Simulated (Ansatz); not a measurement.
Polymorphs of TiTe₂, each relaxed with plane-wave PAW PBE (Ansatz code):

A: R3m, a = b = 3.7612 Å, c = 21.1229 Å, α = β = 90.00°, γ = 120.00°

B: rutile (P4_2/mnm), a = 6.761 Å, b = 6.761 Å, c = 3.766 Å, α = 90.00°, β = 90.00°, γ = 90.00°

C: anatase (I4_1/amd), a = b = 5.507 Å, c = 11.093 Å, α = β = γ = 90.00°

D: CdI2 type (P-3m1), a = b = 3.7717 Å, c = 6.8759 Å, α = β = 90.00°, γ = 120.00°

E: Pnnm, a = 6.145 Å, b = 7.045 Å, c = 3.732 Å, α = 90.00°, β = 90.00°, γ = 90.00°

Q: Order them by energy per atom at 0 K (lowest first) at the level PBE.

A: D (+0 meV/atom), E (+94 meV/atom), A (+102 meV/atom), B (+122 meV/atom), C (+206 meV/atom)

Constructed cells (a structure type filled with these elements, in neither database checked): A; B; C; E. Weakly bound layers, chains or molecules computed without a dispersion correction, so cells and soft constants are ill determined: A; D. All cells were relaxed under the symmetry of their starts (and spin orders); stability against distortions was not tested throughout. Rows with no word on spin ran without spin polarisation. Scalar-relativistic: spin–orbit coupling is off unless named, which matters more the heavier the elements.

Energies hold the estimated change up to a 700 eV cutoff; steps of a few meV lie near the error of the meshes.

Potentials: the later of the program's two PAW sets.
